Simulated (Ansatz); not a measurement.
Theory: DFT PBE, scalar-relativistic, plane waves, PAW (Ansatz 0.2.0). All cells share a 420 eV cutoff and Γ-centred k meshes spaced at most about 0.3 Å⁻¹ (about 0.25 or finer for metals, 2π included). No spin polarisation in the final relaxations.

These are static total energies at zero pressure.

Compare these two cells of Si5S, each relaxed at this level.

A.

```
Si S
1.0
     3.47000    0.00000    0.00000
    -1.73500    3.00511    0.00000
     0.00000    0.00000    9.51339
Si S
5 1
Cartesian
  1.7350 1.0017 7.7431
  0.0000 0.0000 6.2639
  1.7350 1.0017 4.7567
  0.0000 0.0000 3.2495
  1.7350 1.0017 1.7703
  0.0000 0.0000 0.0000
```

B.

```
Si S
1.0
     2.67728    0.00000    0.00000
    -1.33864    2.31859    0.00000
     0.00000    0.00000   14.59661
Si S
5 1
Direct
  0.66667 0.33333 0.81491
  0.33333 0.66667 0.65787
  0.66667 0.33333 0.50000
  0.33333 0.66667 0.34213
  0.66667 0.33333 0.18509
  0.33333 0.66667 0.00000
```

Question: Which would you expect to be lower, and how large is the difference?

Answer: A is lower, by 244 meV/atom. A has space group P-6m2 (No. 187), 16.5 Å³/atom and no gap on its mesh; B has Si and S ordered on hcp sites, space group P-6m2 (No. 187), 15.1 Å³/atom and no gap. Counting Si atoms around S (those within 1.25 times the shortest such distance or 1.15 times the sum of covalent radii; a plus sign parts nearer from farther groups; the shortest distance is added where it is long for a bond), A has S 6+2 from 2.7 Å and B has S 6 from 3.1 Å. A holds Si–Si nets (shortest 2.49 Å); in B the shortest Si–Si distance is 2.68 Å, near bonding range too. The lower one is the more open, so pressure narrows the difference. Even the lower one lies +0.36 eV/atom against the reference forms of the elements (uncorrected), so neither is stable at this level. In A, Si on a site of symmetry 3m has 3 Si at 2.49 Å, 3 S at 2.67 Å and 1 Si at 2.99 Å; around Si on a second site of symmetry 3m lie 6 Si at 2.49–2.51 Å, 1 Si at 3.01 Å and 1 S at 3.25 Å; S is surrounded by 6 Si at 2.67 Å, 2 Si at 3.25 Å and 6 S at 3.47 Å; 1 more site not described. In B, around Si on a site of symmetry 3m lie 9 Si at 2.68–2.76 Å and 3 S at 3.11 Å; Si on a second site of symmetry 3m is surrounded by 12 Si at 2.68–2.77 Å; S is surrounded by 6 S at 2.68 Å and 6 Si at 3.11 Å; 1 more site not described. Both come from invented guesses. A third cell relaxed alike, in Pmma, lies 125 meV/atom below the lower of the two.

No dispersion correction is applied, so the spacing and binding between layers, chains or molecules are poorly described (P-6m2 at 15.1 Å³/atom), and this can change margins and order among such cells. Cells relaxed within their symmetry can be saddle points.
